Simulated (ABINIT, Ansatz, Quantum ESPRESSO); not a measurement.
# LiY3: 3 runs at one level of theory

```
CELL_PARAMETERS angstrom
0.00000 3.89985 3.89985
3.89985 0.00000 3.89985
3.89985 3.89985 0.00000
ATOMIC_POSITIONS crystal
Y 0.49721 0.50498 0.49639
Y 0.75451 0.75445 0.74265
Y 0.24629 0.24196 0.25742
Li 0.00572 0.99964 0.98730
```

The cell comes from a database or a generator and needn't be the stable form of this composition.

Atoms were shifted at random by some hundredths of an Å from the given cell, which wasn't relaxed again for these runs.

Alike in all runs: task single point; functional PBE; k mesh 6 × 6 × 6; occupations fermi-dirac, width 0.05 eV; no spin polarisation; no spin-orbit coupling. Pressure is positive in compression and, in plane waves, holds the error of the finite cutoff, which Ansatz's Pulay term estimates and takes out.

| program and potentials | plane-wave cutoff (eV) | notes | band gap (eV) | pressure (GPa) | largest force (eV/Å) | energy over the undisturbed cell (meV/atom) |
| --- | --- | --- | --- | --- | --- | --- |
| Ansatz, Ansatz PAW | 420 | - | no gap | 0.04 | 0.234 | 2.86 |
| ABINIT, JTH PAW PBE v2.0 | 435 | - | no gap | -0.04 | 0.234 | 2.87 |
| Quantum ESPRESSO, SSSP 1.3 efficiency PBE | 748 | - | no gap | 0.03 | 0.234 | 2.86 |

Force on atom 3 (Y), eV/Å:

```tsv
program and potentials	x	y	z
Ansatz, Ansatz PAW	-0.034	-0.123	0.196
ABINIT, JTH PAW PBE v2.0	-0.034	-0.124	0.196
Quantum ESPRESSO, SSSP 1.3 efficiency PBE	-0.034	-0.123	0.196
```

None finds a gap. The pressure spans -0.04 (ABINIT, JTH PAW PBE v2.0) to 0.04 GPa (Ansatz, Ansatz PAW).

Differences between rows come from potentials, basis sets and numerical settings, since the functional is the same but for its coding. Runs on potential files found faulty are left out.
